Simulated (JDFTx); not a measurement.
**Report: Hf(1 0 -1 1) in implicit electrolytes**

Hf(1 0 -1 1) slab cut from bulk Hf (space group P6_3/mmc, indices of the conventional cell, lattice of the Materials Project entry mp-103, not re-optimised): 8 atoms in 8 planes, a 1x1 cell of 18.37 Å² (|a| = 3.192, |b| = 5.970 Å), 7.5 Å between the outermost planes, cell height 23.7 Å, 8×8×1 k mesh, Fermi smearing 0.01 Ha, no spin polarisation.

Method: PBE, GBRV ultrasoft potentials, plane waves to 20/100 Ha, in a modified build of JDFTx. Outer atoms relaxed in vacuum, keeping the start's symmetry. The same nuclei were then put into each liquid, at zero charge and at set potentials or charges. The surface is an ideal bare cut with both faces alike: no reconstruction, overlayer or explicit solvent molecules. The electron chemical potential μ is absolute (zero in the bulk liquid) and is turned into a potential by U = −μ/e − 4.44 V vs SHE, a convention.

In vacuum the work function is 4.14 eV, which would put the uncharged electrode at -0.30 V vs SHE if the liquid did nothing. Each liquid moves the Fermi level of the neutral slab, now counted from the bulk liquid: CANDLE, water, 1 M NaF by 0.55 eV, to a potential of zero charge of -0.85 V; SCCS (g09 parameters), water, 1 M NaF by 0.26 eV, to a potential of zero charge of -0.56 V. The models of water differ by 0.29 V among themselves.

Charging:

```json
[
 {"liquid": "CANDLE, water", "U − U_pzc (V)": "0.30", "σ (μC/cm²)": "14.1", "σ/(U − U_pzc) (μF/cm²)": "47", "Δγ (mJ/m²)": "-19"},
 {"liquid": "CANDLE, water", "U − U_pzc (V)": "0.32", "σ (μC/cm²)": "15.0", "σ/(U − U_pzc) (μF/cm²)": "48", "Δγ (mJ/m²)": "-22"},
 {"liquid": "CANDLE, water", "U − U_pzc (V)": "0.50", "σ (μC/cm²)": "26.4", "σ/(U − U_pzc) (μF/cm²)": "53", "Δγ (mJ/m²)": "-60"},
 {"liquid": "CANDLE, water", "U − U_pzc (V)": "0.70", "σ (μC/cm²)": "39.6", "σ/(U − U_pzc) (μF/cm²)": "57", "Δγ (mJ/m²)": "-126"},
 {"liquid": "CANDLE, water", "U − U_pzc (V)": "0.90", "σ (μC/cm²)": "51.1", "σ/(U − U_pzc) (μF/cm²)": "57", "Δγ (mJ/m²)": "-217"}
]
```

The mean capacitance runs from 47 to 57 μF/cm². Δγ, the grand free energy per area against the neutral surface, is negative throughout, since charging at a held potential lowers it. The cavity function reaches one half at 3.4 Å (CANDLE, water), 3.0 Å (SCCS (g09 parameters), water) above the top atoms; the models define their cavities differently. No specific adsorption of ions or solvent is in these numbers.
